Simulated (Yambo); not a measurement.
```
CELL_PARAMETERS angstrom
      4.61477     0.00000     0.00000
      0.00000     7.17887     0.00000
      0.00000     0.00000     2.76530
ATOMIC_POSITIONS crystal
  B  0.88345 0.72963 0.50000
  B  0.11655 0.27037 0.50000
  B  0.38345 0.77037 0.00000
  B  0.61655 0.22963 0.00000
  C  0.78548 0.22034 0.50000
  C  0.21452 0.77966 0.50000
  C  0.28548 0.27966 0.00000
  C  0.71452 0.72034 0.00000
  Mg 0.50000 0.50000 0.50000
  Mg 0.00000 0.00000 0.00000
```

MgB₂C₂ (space group Pnnm, No. 58): mean Im ε in 1 eV windows above the direct gap of 2.40 eV, for different electron-hole kernels (Yambo, broadening 0.15 eV, norm-conserving PBEsol (Quantum ESPRESSO, 84 Ry, without SOC) bands; 4×4×8 mesh, 10 valence and 7 conduction bands, static screening with 58 bands and a 3 Ry block, scissor 0.66 eV, Tamm-Dancoff; field along x).

```tsv
window (eV)	independent quasiparticles	RPA (no attraction)	BSE
2.4 to 3.4	8.4	6.2	16
3.4 to 4.4	12	12	10
4.4 to 5.4	8.7	8.9	5.7
5.4 to 6.4	5.0	5.6	3.7
6.4 to 7.4	3.0	3.3	1.6
7.4 to 8.4	1.8	2.0	1.4
```

This run doesn't resolve bound excitons or single peaks, so only averages are given, and they too depend on the mesh; weight that the attraction moves below the gap isn't listed. All transitions below 8.79 eV are in the band window. The scissor comes from a G0W0 run whose convergence isn't established.

Geometry of the Materials Project entry, not relaxed at this level.

The structure is a Materials Project entry; no match was found in the copy of COD used, and its stability was not checked.
